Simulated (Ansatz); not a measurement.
Band table of Ba (bcc type)

```
Ba
1.0
    -2.00647    2.00647    2.00647
     2.00647   -2.00647    2.00647
     2.00647    2.00647   -2.00647
Ba
1
Cartesian
  0.0000 0.0000 0.0000
```

The base cell comes from a relaxation on PAW files under the same functional, and the cell shown is scaled from it.

All numbers are LDA results (scalar-relativistic) from Ansatz 0.2.0, with a Γ-centred 11×11×11 k mesh, Fermi–Dirac smearing of 0.05 eV, no spin polarisation. Methods: LAPW: all electrons, basis error target 1 meV/atom.

This run: volume at 0.6 of the series' base cell.

Spin–orbit coupling is left out, which matters for the heavy atoms.

Path points, in fractions of the reciprocal vectors: Γ (0.000, 0.000, 0.000), H (0.500, -0.500, 0.500), N (0.000, 0.000, 0.500), P (0.250, 0.250, 0.250). The distance column jumps between branches of the path. Levels in eV from the Fermi level; bands 11 to 16, counted from the lowest band of the run. The gap is zero, the pressure 10.10 GPa.

```
# k(1/Å) point b11 b12 b13 b14 b15 b16
0.000 Γ -12.20 -12.20 -12.20 -2.29 2.35 2.35
0.196 - -12.41 -12.28 -12.28 -1.92 2.21 2.21
0.391 - -12.91 -12.50 -12.50 -1.00 2.06 2.06
0.587 - -13.46 -12.82 -12.82 0.07 0.93 2.19
0.783 - -13.89 -13.19 -13.19 -0.16 0.73 2.67
0.979 - -14.13 -13.55 -13.55 -1.03 0.32 3.49
1.174 - -14.19 -13.84 -13.84 -1.67 -0.83 4.56
1.370 - -14.14 -14.04 -14.04 -2.05 -1.81 5.67
1.566 H -14.11 -14.11 -14.11 -2.18 -2.18 6.22
1.704 - -14.15 -14.07 -14.05 -2.08 -2.02 5.79
1.843 - -14.27 -13.97 -13.88 -1.81 -1.56 4.78
1.981 - -14.45 -13.82 -13.61 -1.41 -0.83 3.61
2.119 - -14.65 -13.63 -13.28 -1.01 0.13 2.47
2.258 - -14.83 -13.43 -12.92 -0.91 1.26 1.49
2.396 - -14.98 -13.26 -12.60 -1.19 0.74 2.51
2.534 - -15.07 -13.13 -12.37 -1.53 0.26 3.76
2.673 N -15.11 -13.08 -12.29 -1.66 0.10 4.51
2.811 - -15.01 -13.05 -12.28 -1.59 0.15 4.13
2.950 - -14.75 -12.97 -12.27 -1.40 0.31 3.40
3.088 - -14.33 -12.84 -12.26 -1.12 0.57 2.58
3.226 - -13.81 -12.67 -12.24 -0.93 0.92 1.89
3.365 - -13.25 -12.50 -12.23 -1.11 1.33 1.68
3.503 - -12.73 -12.35 -12.21 -1.63 1.78 1.95
3.642 - -12.34 -12.24 -12.21 -2.10 2.18 2.25
3.780 Γ -12.20 -12.20 -12.20 -2.29 2.35 2.35
3.949 - -12.43 -12.23 -12.23 -2.01 2.12 2.12
4.119 - -12.98 -12.30 -12.30 -1.35 1.57 1.57
4.288 - -13.63 -12.44 -12.44 -0.54 1.03 1.03
4.458 - -14.18 -12.64 -12.64 0.29 0.69 0.69
4.627 - -14.50 -12.92 -12.92 0.65 0.65 1.10
4.797 - -14.55 -13.23 -13.23 0.86 0.86 1.82
4.966 - -14.32 -13.56 -13.56 1.27 1.27 2.18
5.136 P -13.85 -13.85 -13.85 1.73 1.73 1.73
5.305 - -14.09 -14.09 -13.28 0.73 2.05 2.05
5.475 - -14.25 -14.25 -12.79 -0.10 1.97 1.97
5.644 - -14.33 -14.33 -12.59 -0.29 1.35 1.35
5.814 - -14.34 -14.34 -12.75 0.35 0.38 0.38
5.983 - -14.28 -14.28 -13.16 -0.61 -0.61 1.70
6.153 - -14.20 -14.20 -13.63 -1.45 -1.45 3.50
6.322 - -14.13 -14.13 -13.98 -1.99 -1.99 5.32
6.492 H -14.11 -14.11 -14.11 -2.18 -2.18 6.22
7.848 P -13.85 -13.85 -13.85 1.73 1.73 1.73
7.946 - -14.12 -13.83 -13.58 1.33 1.55 2.18
8.044 - -14.36 -13.75 -13.30 0.98 1.07 2.66
8.141 - -14.58 -13.63 -13.03 0.45 0.69 3.14
8.239 - -14.76 -13.49 -12.79 -0.21 0.46 3.61
8.337 - -14.91 -13.34 -12.58 -0.80 0.29 4.00
8.435 - -15.02 -13.21 -12.42 -1.26 0.18 4.29
8.533 - -15.08 -13.12 -12.32 -1.56 0.12 4.46
8.631 N -15.11 -13.08 -12.29 -1.66 0.10 4.51
```
